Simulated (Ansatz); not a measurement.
CoBi3:
```xyz
4
Lattice="4.7502 0.0000 0.0000 0.0000 4.7502 0.0000 0.0000 0.0000 4.7502" Properties=species:S:1:pos:R:3 pbc="T T T"
Bi     0.0000     2.3751     2.3751
Bi     2.3751     2.3751     0.0000
Bi     2.3751     0.0000     2.3751
Co     0.0000     0.0000     0.0000
```
The run is spin-polarised; directions of the spins, atom by atom: 0 0 0 ↑.

This is the PBE-relaxed structure.

Question: All from PBE (plane waves, PAW; program Ansatz), unless another level is named. Predict the formation energy from the elements (no fitted shifts).

Answer: 0.61 eV/atom.

Question: And the density of states at the Fermi level?

Answer: 1.0 states/eV per atom (mean over ±0.08 eV).

Space group Pm-3m (Cu3Au type). The cell is a constructed one: a structure type filled with these elements; neither database checked (COD, Materials Project) lists it. Whether it is the stable phase at ambient conditions was not checked. Symmetry was held in the PBE relaxation; its stability against distortions is not shown here. The final state is ferromagnetic, the only order run, not a proven ground state. The cell computed holds one magnetic atom, so no antiferromagnetic order was within reach. Other orbital occupations within this spin state were not tried. The references are the lowest solids computed at this level, not always the standard phases. Scalar-relativistic: spin–orbit coupling is off unless named, which matters more the heavier the elements.

Potentials: the earlier of the program's two PAW sets.
